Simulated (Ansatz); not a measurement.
BeAg:
```xyz
2
Lattice="2.9096 0.0000 0.0000 0.0000 2.9096 0.0000 0.0000 0.0000 2.9096" Properties=species:S:1:pos:R:3 pbc="T T T"
Be     0.0000     0.0000     0.0000
Ag     1.4548     1.4548     1.4548
```

Relaxed with PBEsol. Special points in fractions of this cell's reciprocal vectors: Γ (0.000, 0.000, 0.000); X (0.000, 0.500, 0.000); M (0.500, 0.500, 0.000); R (0.500, 0.500, 0.500).

Task: List the band energies nearest the Fermi level at these points for the program Ansatz at the PBEsol with spin–orbit coupling level (PAW).

Result: In eV from the Fermi level; about four levels below and three above (degenerate sets whole), none deeper than 8.9 eV; points with the same levels are listed once.

```tsv
k	below	above
Γ	-4.75 -4.75 -4.75 -4.75 -4.41 -4.41	4.33 4.33 4.56 4.56 4.56 4.56
X	-4.52 -4.52 -2.38 -2.38	8.57 8.57 8.61 8.61
M	-2.50 -2.50 -2.28 -2.28	2.93 2.93 3.58 3.58
R	-3.84 -3.84 -3.84 -3.84	3.70 3.70 3.83 3.83
```

Space group Pm-3m (CsCl type). The start of the workflow was typed in or built on a structure type; neither database checked (COD, Materials Project) lists it. Its standing as an ambient phase is unchecked. The cell was relaxed with PBEsol under the symmetry of its start; its stability against distortions is not shown here. No spin polarisation was allowed.

Potentials: the later of the program's two PAW sets.
